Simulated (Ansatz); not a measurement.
A distorted cell of Sn (diamond):

```
Sn
1.0
    0.00000     3.32763     3.32763
    3.32763     0.00000     3.32763
    3.32763     3.32763     0.00000
Sn
2
Direct
  0.50000   0.50000   0.50000
  0.57095   0.80968   0.80968
```

Computed with PBE (plane waves to 420 eV, PAW, scalar-relativistic; Ansatz, an electronic-structure program). k mesh 10×10×10 (Γ-centred), Fermi-Dirac smearing 0.05 eV. Energies are smeared free energies. Compression counts positive. With partly filled bands, energies and forces of such displacements shift with the k mesh and the smearing. Sn was relaxed with its symmetry unable to fall. The relaxed volume of Sn is well above the measured one; the method has no dispersion term.

Task: Predict the force on every atom, in eV/Å.

Result: 
```
atom      Fx      Fy      Fz
----  ------  ------  ------
Sn1    0.705  -0.705  -0.705
Sn2   -0.705   0.705   0.705
```

Task: What is the stress tensor (GPa)?

Result: 
```
    2.7      3.3      3.3
    3.3      2.7     -3.3
    3.3     -3.3      2.7
```
The pressure, a third of the trace, is 2.7 GPa.

Task: In it atom 2 sits (0.397, -0.397, -0.397) Å away from its relaxed site. What is its energy relative to the relaxed cell?

Result: 769 meV/cell.

(For displaced atoms, the force is minus the slope of the energy, and its curvature is a force constant, which sets phonon frequencies.)
